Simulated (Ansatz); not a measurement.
LaLuO3 (cubic perovskite, Pm-3m), DFT-PBEsol in the program Ansatz with PAW potentials, all energies at zero smearing, with the estimated change up to a 700 eV cutoff added, with one set of potentials and settings (totals compare only within such a set). Cell of 5 atoms (1 La, 1 Lu, 3 O): -22463.399 eV.

```
element                            reference phase  E (eV/atom)
-------  -----------------------------------------  -----------
La                   P6_3/mmc, 4 atoms in the cell   -6161.2767
Lu                   P6_3/mmc, 2 atoms in the cell  -14611.4863
O        C2/m, 4 atoms in the cell, spin-polarised    -558.3554
```

Formation energy per atom, worked out: (-22463.399 − 1×(-6161.2767) − 1×(-14611.4863) − 3×(-558.3554))/5 = -3.114 eV/atom (-300 kJ per mol of atoms), at 0 K, without zero-point energy or fitted corrections.

The cell is a constructed one: a structure type filled with these elements; neither database checked (COD, Materials Project) lists it. Its standing as an ambient phase is unchecked. Symmetry was held in the PBEsol relaxation. At this level the phase is dynamically unstable (imaginary phonons). The references are the lowest solids computed at this level, not always the standard phases (solids in place of the gases). Spin–orbit coupling is left out wherever it is not named.

Potentials: the later of the program's two PAW sets.
